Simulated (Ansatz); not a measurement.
Crystals of one structure type (zinc blende) and one family of elements, relaxed and computed with DFT-LDA in the program Ansatz with PAW potentials.

```json
[
 {"crystal": "AlN", "V (Å³/atom)": "10.23", "B₀ by P(V) fit (GPa)": "210"},
 {"crystal": "GaN", "V (Å³/atom)": "11.05", "B₀ by P(V) fit (GPa)": "202"},
 {"crystal": "BP", "V (Å³/atom)": "11.32", "B₀ by P(V) fit (GPa)": "176"},
 {"crystal": "GaP", "V (Å³/atom)": "19.59", "B₀ by P(V) fit (GPa)": "?"},
 {"crystal": "AlP", "V (Å³/atom)": "20.06", "B₀ by P(V) fit (GPa)": "89.9"},
 {"crystal": "AlAs", "V (Å³/atom)": "22.29", "B₀ by P(V) fit (GPa)": "75.4"},
 {"crystal": "InP", "V (Å³/atom)": "24.72", "B₀ by P(V) fit (GPa)": "71.2"}
]
```

Problem. Fit a straight line to ln B₀ against ln V and predict the withheld value.

Solution. Least squares on the 6 shown rows: ln B₀ = -1.27 × ln V + (8.304), with a scatter of 3.8 %. For GaP this gives 92.4. The run itself gave 90.0, a miss of 2.7 % of that.

All cells were relaxed under the symmetry of their starts (and spin orders); stability against distortions was not tested throughout. Scalar-relativistic: spin–orbit coupling is off unless named, which matters more the heavier the elements.

Potentials: the earlier of the program's two PAW sets. The files were generated under PBE; for other functionals the program regenerates the frozen cores, and for LDA and PBEsol the local potential too.
